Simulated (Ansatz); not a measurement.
input.yaml (Ansatz)

```yaml
crystal:
  lattice:
    - [3.0019240614, 0.0, 0.0]
    - [0.0, 3.0019240614, 0.0]
    - [0.0, 0.0, 3.0019240614]
  atoms:
    - { symbol: Te, position: [0.0, 0.0, 0.0] }
hamiltonian:
  xc: lda
  pseudopotentials:
    kind: paw
    azcp:
      Te: "pseudopotentials/Te.paw.azcp"
basis:
  ecutwfc: 420
  fft_grid_basis: typed
kpoints:
  mp_grid: { grid: [11, 11, 11], shift: [0, 0, 0] }
magnetization:
  spin_polarized: false
scf:
  occupations: { method: fermi_dirac, width: 0.1 }
  lower_state_search: "off"
output:
  stress: true
  write_density: true
  write_potential: true
  elf: true
  volumetric_format: npy
```

Output

```
Warning: the record states the generating functional pbe (its physics header spells it `PBE`), which answers neither for hamiltonian.xc's functional nor for the lda family's — results may be inconsistent (PPs are generated against a specific XC)
Engine: ansatz 0.2.0, x86_64-unknown-linux-gnu
Pseudopotentials: kind: paw
Pseudopotential: Te, paw, valence charge 16, recommended cutoff 420 eV (normal) 
Functional definition: SPW92
  exchange = slater_x
  correlation = pw_c
Crystal: 1 atoms, lattice volume = 27.052 Å³
Basis set: ecut = 420 eV, 515 PW (Γ)
Bands: 12, of which v1, the nominal top of the filled ones, is band 8 counted from 1 (7 counted from 0)
Symmetry: 48 space group operations
Space group: Pm-3m (ITA 221), of the structure as read, at distance tolerance 3.0e-5 Å
k-points: 56 of 1331
Non-local potential: Te, projectors of the file, l = 0: 2, l = 1: 2, l = 2: 2, l = 3: 2
PAW form: soft (Blöchl's): semilocal exchange-correlation on the pseudo side does not see the compensation charge
PAW frozen core: Te, regenerated for the run's functional, and the local potential with it (the file was generated under x = pbe(κ = 0.804, μ = 0.2195149727645171), c = pbe(β = 0.06672455060314922))
PAW one-centre angular grid: Te, 590 points (default); XC on 64 Gauss nodes
Initial density: superposition of atomic densities (neutral atoms: chi_scale 0, normalization atom), corrected by the library's trained network
Initial wavefunctions: pseudopotential atomic-orbital guess
Functional: x = slater, c = lda
SCF iter   1: F=—  HF=-6827.083083 eV  |F-HF|=—  |Δ(HF+E_count)|=         —  Δρ=5.53e-3  dr2=4.88e-3  ethr=1.77e-3  ⟨swp⟩=5.2  Hψ=4060  notcnv=0
SCF iter   2: F=—  HF=-6827.080938 eV  |F-HF|=—  |Δ(HF+E_count)|=   2.14e-3  Δρ=3.38e-3  dr2=2.11e-3  ethr=3.05e-5  ⟨swp⟩=1.4  Hψ=1161  notcnv=0
SCF iter   3: F=—  HF=-6827.079999 eV  |F-HF|=—  |Δ(HF+E_count)|=   9.40e-4  Δρ=6.99e-4  dr2=6.88e-5  ethr=1.32e-5  ⟨swp⟩=2.7  Hψ=1131  notcnv=0
SCF iter   4: F=—  HF=-6827.080030 eV  |F-HF|=—  |Δ(HF+E_count)|=   3.16e-5  Δρ=6.67e-4  dr2=1.01e-4  ethr=4.30e-7  ⟨swp⟩=2.0  Hψ=1128  notcnv=0
SCF iter   5: F=—  HF=-6827.079939 eV  |F-HF|=—  |Δ(HF+E_count)|=   9.13e-5  Δρ=1.16e-4  dr2=2.57e-6  ethr=4.30e-7  ⟨swp⟩=2.0  Hψ=1118  notcnv=0
SCF iter   6: F=-6827.079937 eV  HF=-6827.079937 eV  |F-HF|=4.18e-8  |Δ(HF+E_count)|=   2.48e-6  Δρ=1.21e-5  dr2=2.46e-8  ethr=6.25e-10  ⟨swp⟩=7.6  Hψ=4910  notcnv=0
SCF 1 converged in 6 iterations: F = -6827.079937 eV  dr2 = 2.46e-8
SCF converged after 6 iterations
Free energy (F): -6827.079937 eV
Harris-Foulkes:  -6827.079937 eV  (|F-HF|=4.18e-8)
Internal energy: -6827.063675 eV  (E = F + TS)
E sigma→0 (E₀):  -6827.071806 eV
Entropy (-TS):   -0.016262 eV (-16.262 meV/atom)
Fermi energy:    12.354721 eV
--- Per-component energies (eV) ---
  E_band       = -216.568727
  E_kinetic    = 184.322220
  E_local      = -1052.877382  (includes V_loc(G=0)·N_el)
  E_nonlocal   = -304.769876
  E_hartree    = 722.603040
  E_xc         = -125.375254
  E_vxc        = -106.776340  (∫ρ·V_xc dr)
  E_paw        = -4509.569464  (= ΣΔE_a)
  E_vpaw       = -381.681066  (= ΣTr[D̂ρ^β])
  E_aug_tail   = -0.000253  (compensation charges beyond the density's cutoff)
  E_ewald      = -1742.075367
  E_core_change = 0.678661  (= ΣΔE_core)
  E_smearing   = -0.016262  (= −TS)
  E_closure    = 0.000000  (closes the sum)
  Σ components = -6827.079937   (vs F -6827.079937, Δ=0.00e0)
--- Stress (GPa, compression-positive) ---
       10.593691       0.000000       0.000000
       -0.000000      10.593691       0.000000
        0.000000       0.000000      10.593691
  P = ⅓ Tr σ = 10.5937 GPa (105.937 kbar)
--- Band table (eV; the first three rows and the last of 56) ---
  k-point 0: bands = ["-25.2920", "-25.2920", "-25.1627", "-25.1627", "-25.1627", "-2.9254", "13.7220", "13.7220", "13.7220", "18.3925", "18.3925", "19.5065"]
  k-point 1: bands = ["-25.2916", "-25.2826", "-25.1652", "-25.1652", "-25.1625", "-2.8034", "12.3748", "13.8373", "13.8373", "18.4979", "19.0746", "20.5057"]
  k-point 2: bands = ["-25.2908", "-25.2572", "-25.1721", "-25.1721", "-25.1620", "-2.4451", "10.0929", "14.1669", "14.1669", "18.8114", "19.5366", "23.2961"]
  k-point 55: bands = ["-25.2272", "-25.2272", "-25.2272", "-25.1086", "-25.1086", "4.2315", "8.7157", "8.7157", "8.8876", "16.1481", "16.4202", "16.4202"]
```
